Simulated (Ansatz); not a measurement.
Put TiC2N2 in P4/mmm (No. 123): Ti on 1a and 1c; C on 4j; N on 4j. Recipe of this trial structure of TiC2N2: stacked square cyanide-bridged sheets.

These are results of DFT PBE, scalar-relativistic, plane waves, PAW in Ansatz, not measurements. Cutoff 420 eV, Γ-centred mesh, Gaussian smearing, collinear spin.

Energies over the elements count from the elements' standard structures at the same level (N₂ as a molecule), with no fitted energy shifts.

Problem. Which cell and coordinates does it relax to?

Solution.

Space group P4/mmm (No. 123). a = 7.561 Å, b = 7.561 Å, c = 3.170 Å, α = 90.00°, β = 90.00°, γ = 90.00°
```csv
atom,site,symmetry,x,y,z
Ti,1a,4/mmm,0.0000,0.0000,0.0000
Ti,1c,4/mmm,0.5000,0.5000,0.0000
C,4j,m.2m,0.2002,0.7998,0.0000
N,4j,m.2m,0.3105,0.6895,0.0000
```

Ti on its first site has 4 C at 2.14 Å; Ti on its second site has 4 N at 2.03 Å; around C lie 1 N at 1.18 Å and 1 Ti at 2.14 Å; N is surrounded by 1 C at 1.18 Å and 1 Ti at 2.03 Å. Another local minimum with the same sites may exist.

Problem. Where does its energy lie, and is it a metal?

Solution. The formation energy is +0.19 eV/atom, the gap on the 6×6×12 mesh of the 10-atom cell is 0 eV (a metal) and the net moment per atom is 0.16 μB. The moment by site is Ti 0.7 μB. The separate elements lie lower, so it is unstable against them.

The last run used collinear spin and Gaussian smearing of 0.10 eV. In such compounds of Ti a zero gap at this level may well be an artefact, since no Hubbard U is applied. The reference form of C is held partly by dispersion forces, which this level lacks. Another magnetic order may lie lower. Symmetry constrained the relaxation, so the result can be a saddle point. Site moments count only spheres around the atoms; the net moment includes the space between them.
